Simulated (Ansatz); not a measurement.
Total density of states per atom from r²SCAN (plane waves, PAW; program Ansatz), in 0.25 eV bins, energy from the Fermi level:

```
E (eV) | states/eV/atom
    -7.85 |  0.00
    -7.60 |  0.00
    -7.35 |  0.00
    -7.10 |  0.00
    -6.85 |  0.01
    -6.60 | ## 0.10
    -6.35 | ###### 0.30
    -6.10 | ############ 0.59
    -5.85 | ############ 0.60
    -5.60 | ################# 0.86
    -5.35 | ################### 0.92
    -5.10 | ############## 0.69
    -4.85 | ######## 0.41
    -4.60 | ################ 0.80
    -4.35 | ################### 0.93
    -4.10 | #################### 0.98
    -3.85 | ###################### 1.11
    -3.60 | ############################## 1.48
    -3.35 | ######################## 1.17
    -3.10 | ################ 0.80
    -2.85 | ################# 0.84
    -2.60 | ############### 0.72
    -2.35 | ############ 0.58
    -2.10 | ######## 0.38
    -1.85 | ###### 0.29
    -1.60 | ### 0.16
    -1.35 | # 0.05
    -1.10 |  0.01
    -0.85 | ### 0.14
    -0.60 | ####### 0.36
    -0.35 | ####### 0.37
    -0.10 | ######## 0.41
     0.15 | ################ 0.78
     0.40 | ################# 0.85
     0.65 | ########################## 1.29
     0.90 | ############### 0.75
     1.15 | ######################### 1.24
     1.40 | ########################### 1.34
     1.65 | ####################### 1.14
     1.90 | ############## 0.67
     2.15 | ################## 0.91
     2.40 | ######### 0.46
     2.65 | ################ 0.77
     2.90 | #################### 1.00
     3.15 | ############## 0.71
     3.40 | ################## 0.86
     3.65 | ################### 0.94
     3.90 | ######## 0.40
     4.15 |  0.00
     4.40 |  0.00
     4.65 |  0.00
```

Problem. Which compound is it?
A. Rb3InS3, C2/m (Pearson symbol mS28)
B. TiNi4GeO8, F-43m (Pearson symbol cF56)
C. Ti2AlGe3, Amm2 (Pearson symbol oS12)
D. Ti5S8, C2/m (Pearson symbol mS26)

Solution. D, Ti5S8, C2/m (Pearson symbol mS26). Within 0.5 eV of the Fermi level: Ti 3d 85 %, S 3p 10 %. Projections are on Löwdin-orthogonalised atomic valence shells; empty p or d shells of many metals are not among them.

The workflow started from a Materials Project entry (that database holds measured and hypothetical structures alike); the Crystallography Open Database copy checked does not list it. Whether it is the stable phase at ambient conditions was not checked. The r²SCAN relaxation kept the symmetry of its start; its stability against distortions is not shown here. No spin polarisation was allowed.

Potentials: the later of the program's two PAW sets.
